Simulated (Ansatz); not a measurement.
**TiAl: stationary points along a deformation path**

Method: Ansatz 0.2.0, DFT r2SCAN, scalar-relativistic, plane waves, PAW. The runs took a 500 eV cutoff, a Γ-centred 16×16×16 mesh and Gaussian smearing (0.15 eV). No spin polarisation. Energies are free energies at this smearing, counted from the undisturbed cell; pressure is positive in compression.

Reference structure (as given, not relaxed at this level; it stands at -0.8 GPa, and it needn't be the usual structure):

```
Ti Al
1.0
     3.17906    0.00000    0.00000
     0.00000    3.17906    0.00000
     0.00000    0.00000    3.17906
Ti Al
1 1
Cartesian
  0.0000 0.0000 0.0000
  1.5895 1.5895 1.5895
```

At fixed volume and fractional coordinates, lengths along (0.577, 0.577, 0.577) are scaled against those across it; ρ is that ratio over its starting value. V = 16.065 Å³/atom. Δσ is the stress along the axis less the mean stress across it (compression positive).

```
    ρ  ΔE (meV/atom)  Δσ (GPa) space group
0.500         5895.3    293.05         R-3m
0.600         2854.9    196.58         R-3m
0.710         1148.6    112.20         R-3m
0.850          209.9     44.02         R-3m
0.930           34.5     15.62         R-3m
1.000            0.0      0.00        Pm-3m
1.080           22.9     -7.85         R-3m
1.200          101.4    -13.01         R-3m
1.410          291.9    -22.91         R-3m
1.700          570.3    -18.17         R-3m
2.000          662.4      0.00        Fm-3m
```

Q: How does the stress give the slope of the energy, and where is the energy stationary?

A: Along the path d ln(length) is 2/3 d ln ρ on the axis and −1/3 d ln ρ across it, so dE/d ln ρ = −(2/3) V Δσ: the energy falls with ρ where Δσ is positive. Δσ vanishes or changes sign at ρ = 1.000 (Pm-3m), a minimum at 0.0 meV/atom; at ρ = 2.000 (Fm-3m, an end of the scan), at 662.4 meV/atom. Pairs of stationary points between two samples would go unseen, and could change a minimum read from distant neighbours into a maximum. At ρ = 1.000, 2.000 the cell is cubic, where symmetry alone makes the stress isotropic and the slope zero.

Q: Which shear constant sets the curvature at ρ = 1?

A: For a cubic crystal E/V = (2/3) C (ln ρ)² with C = C44, so Δσ = −2C ln ρ. The parabola of Δσ against ln ρ through ρ = 0.930, 1 and 1.080 gives C ≈ 80 GPa with the ions clamped, rough because the steps are large. It is the stress–strain coefficient at this cell's pressure of -0.8 GPa, not the zero-pressure constant.

In a metal these slopes depend on the k mesh and the smearing.